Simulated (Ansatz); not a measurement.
# Pb: two-dimensional strain map

These are results of Ansatz, DFT r2SCAN, scalar-relativistic, plane waves, PAW, not measurements. Cutoff 500 eV, Γ-centred 18×18×10 k-points, Gaussian smearing of 0.15 eV. Spin–orbit coupling is left out, which can shift energies with elements as heavy as these. No spin polarisation. Energies are free energies at this smearing, counted from the undisturbed cell; pressure is positive in compression.

Zero of the scan (as given, not relaxed at this level; it stands at 2.8 GPa; this form isn't the usual structure):

```xyz
2
Lattice="3.4800 0.0000 0.0000 -1.7400 3.0138 0.0000 0.0000 0.0000 5.5900" Properties=species:S:1:pos:R:3 pbc="T T T"
Pb    0.0000    2.0092    1.3975
Pb    1.7400    1.0046    4.1925
```

The cell is strained by p along both x and y and by q along z, fractional coordinates fixed. Points are written (p, q).

Energy above the undisturbed cell in meV/atom (a dash: not computed):

| p \ q | -0.080 | -0.040 | 0.000 | 0.040 | 0.080 |
| --- | --- | --- | --- | --- | --- |
| -0.080 | 521.3 | 362.0 | 256.5 | ? | 158.4 |
| -0.040 | 258.3 | 146.7 | 72.4 | 34.8 | 23.1 |
| 0.000 | 118.6 | 43.5 | 0.0 | -17.2 | -11.8 |
| 0.040 | 57.1 | ? | -1.3 | 1.1 | 20.8 |
| 0.080 | ? | 35.1 | 41.9 | 62.9 | ? |

Fill in the withheld energies.

(-0.080, 0.040): 194.0; (0.040, -0.040): 14.5; (0.080, -0.080): 47.6; (0.080, 0.080): 96.0.